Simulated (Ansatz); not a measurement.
# What strain does to TlSrF₃ (cubic perovskite)

TlSrF₃ (cubic perovskite), relaxed with r2SCAN in the plane-wave code Ansatz. Space group Pm-3m (No. 221), cubic; conventional cell a = 4.709 Å, 20.88 Å³ an atom. Tl has 12 F at 3.33 Å; Sr has 6 F at 2.35 Å; F has 2 Sr at 2.35 Å and 4 Tl at 3.33 Å.

The axes x, y and z are those of this cell:
```yaml
crystal:
  lattice:
    - [4.70860, 0.00000, 0.00000]
    - [0.00000, 4.70860, 0.00000]
    - [0.00000, 0.00000, 4.70860]
  atoms:
    - { symbol: Tl, position: [0.00000, 0.00000, 0.00000] }
    - { symbol: Sr, position: [0.50000, 0.50000, 0.50000] }
    - { symbol: F, position: [0.50000, 0.50000, 0.00000] }
    - { symbol: F, position: [0.50000, 0.00000, 0.50000] }
    - { symbol: F, position: [0.00000, 0.50000, 0.50000] }
```

Unstrained: With PBE the gap is 4.418 eV and direct, at X. r2SCAN gives a direct gap of 4.898 eV at X. HSE06 gives a direct gap of 5.867 eV at X. Meshes: PBE 6×6×6, r2SCAN 6×6×6, HSE06 4×4×4. Strains are changes of length per length. After each strain the atoms were relaxed again with r2SCAN within the symmetry that the strain leaves, so tilts or polar shifts that break it weren't tested; points keep the names that they have in the unstrained zone. The cell comes from a prototype generator: it can be a known phase or a hypothetical one. Spin polarisation is off.

Changes of the least gap in eV (an overlap counts as a negative gap):
```csv
strain,volume change (%),space group,PBE,r2SCAN,HSE06,"energy rise, r2SCAN (meV/atom)"
"epitaxial -0.5 % in the xy plane, free normal strain +0.17 %",-0.8,P4/mmm,-0.010,-0.010,-0.017,0.4
isotropic -2.5 % on every length,-7.3,Pm-3m,+0.011,+0.006,-0.048,19.0
uniaxial -2.0 % along x,-2.0,P4/mmm,-0.071,-0.072,-0.094,3.0
"epitaxial +2.5 % in the xy plane, free normal strain -0.76 %",+4.3,P4/mmm,-0.135,-0.133,-0.113,8.8
```

Epitaxial -0.5 % in the xy plane, free normal strain +0.17 %. HSE06: the gap goes from 5.867 to 5.850 eV (-0.017 eV). Stress change with r2SCAN, compression positive: xx +0.61, yy +0.61, zz 0.00 GPa.

Isotropic -2.5 % on every length. HSE06: the gap goes from 5.867 to 5.819 eV (-0.048 eV). Stress change with r2SCAN, compression positive: xx +4.27, yy +4.27, zz +4.27 GPa. For HSE06, dE_g/d ln V = 0.6 eV over this step.

Uniaxial -2.0 % along x, other directions held. HSE06: the gap goes from 5.867 to 5.773 eV (-0.094 eV). Stress change with r2SCAN, compression positive: xx +2.39, yy +0.36, zz +0.36 GPa.

Epitaxial +2.5 % in the xy plane, free normal strain -0.76 %. HSE06: the gap goes from 5.867 to 5.754 eV (-0.113 eV). Stress change with r2SCAN, compression positive: xx -2.54, yy -2.54, zz +0.02 GPa.

Spin-orbit coupling is left out; in compounds of Pb, Bi, Tl or Hg it can lower a gap by up to about 1 eV, split its edges or invert the bands.

The meshes of the hybrids are coarse, so their gaps aren't converged to the digits shown.
